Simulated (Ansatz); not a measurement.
Antifluorite Mg₂C, relaxed with r2SCAN in the plane-wave code Ansatz. Space group Fm-3m (No. 225), cubic; a = 5.422 Å in the conventional setting, 13.28 Å³ an atom. C is surrounded by 8 Mg at 2.35 Å; Mg is surrounded by 4 C at 2.35 Å.

The axes x, y and z are those of this cell:
```
CELL_PARAMETERS angstrom
0.00000 2.71094 2.71094
2.71094 0.00000 2.71094
2.71094 2.71094 0.00000
ATOMIC_POSITIONS crystal
C 0.00000 0.00000 0.00000
Mg 0.25000 0.25000 0.25000
Mg 0.75000 0.75000 0.75000
```

Unstrained: With PBE the valence top lies at Γ–K (0.10 of the way from Γ) and the conduction bottom at X, 0.744 eV higher; the smallest vertical gap, at Γ, is 1.495 eV. With r2SCAN the valence top lies at Γ–K (0.10 of the way from Γ) and the conduction bottom at X, 1.114 eV higher; the smallest vertical gap, at Γ, is 1.958 eV. HSE06 gives an indirect gap of 1.396 eV, from Γ–K (0.10 of the way from Γ) to X; the least direct gap is 2.310 eV at Γ. Meshes: PBE 8×8×8, r2SCAN 8×8×8, HSE06 6×6×6. Strains are changes of length per length. After each strain the atoms were relaxed again with r2SCAN within the symmetry that the strain leaves, so tilts or polar shifts that break it weren't tested; points keep the names that they have in the unstrained zone. These are computed values for a spin-unpolarised cell that may be hypothetical; none is a measurement.

Question: One strain changed the r2SCAN stress by xx +15.30, yy +0.16, zz +0.16 GPa (compression positive) and the gap by -0.223 eV (PBE), -0.226 eV (r2SCAN), -0.211 eV (HSE06). Which kind of strain was it, and roughly how large?

Answer: Uniaxial -4.63 % along x, other directions held. The pattern of the stress gives the kind; the size needs the stiffness, so it is an estimate.

Question: One strain changed the r2SCAN stress by xx -2.79, yy -2.79, zz -0.03 GPa (compression positive) and the gap by -0.048 eV (PBE), -0.053 eV (r2SCAN), -0.058 eV (HSE06). Which kind of strain was it, and roughly how large?

Answer: Epitaxial +0.98 % in the xy plane, free normal strain +0.03 %. The pattern of the stress gives the kind; the size needs the stiffness, so it is an estimate.

Where an edge lies off the special points, it is a point of the mesh or the k point where a search put PBE's edge or least direct gap, reused for the other functionals, whose own edges may lie a little apart.

The meshes of the hybrids are coarse, so their gaps aren't converged to the digits shown.
